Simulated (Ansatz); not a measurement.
The elements of this relaxed trial crystal are hidden behind letters.

```
lattice vectors (Å)
   5.7168    0.0000    0.0000
   0.0000    5.7168    0.0000
   0.0000    0.0000    5.7168
fractional positions
X 0.2661 0.7339 0.7339
X 0.7339 0.2661 0.7339
X 0.7339 0.7339 0.2661
X 0.2661 0.2661 0.2661
Z 0.0000 0.0000 0.0000
```

The calculation used DFT PBE, scalar-relativistic, plane waves, PAW, and for the lanthanide a 4f-in-core norm-conserving potential, in Ansatz 0.2.0. The final run on the 5-atom cell used 660 eV, a Γ-centred 8×8×8 mesh, 0.10 eV smearing and no spin polarisation.

| Quantity | Value |
| --- | --- |
| Space group | P-43m (No. 215) |
| Conventional cell | a = 5.717 Å |
| Volume per atom | 37.37 Å³ |
| Density | 5.41 g/cm³ |
| Formation energy | −0.32 eV/atom |
| Gap on the 8×8×8 mesh of the 5-atom cell | 0 eV (a metal) |

Energies are uncorrected and count from the elements' standard states at the same level.

Question: X is a lanthanide and Z is a p-block element of period 3. Which elements are they?

Answer: X = Nd, Z = S, so the formula is Nd4S. Density times volume gives a mean mass of 5.41 × 37.37/1.6605 = 121.8 u per atom, and this set has 121.8 u. Around Nd lie 1 S at 2.64 Å, 3 Nd at 3.78 Å, 6 Nd at 4.05 Å and 3 Nd at 4.30 Å; around S lie 4 Nd at 2.64 Å. Other sets within the hints have nearly the same mass, so mass alone doesn't settle it; this one was computed.

Symmetry constrained the relaxation, so the result can be a saddle point. Another cell of Nd4S relaxed alike, in Pm-3m, lies 0.35 eV/atom lower, so this cell isn't the stable form at this level.

The lanthanide is trivalent by construction, without f bands, f moments or other valences. The reference runs of the other elements, and any phases without the lanthanide, used 420 eV, which shifts energies against them by under 10 meV/atom. The lanthanide's reference is the lowest of its hcp, dhcp and fcc cells.
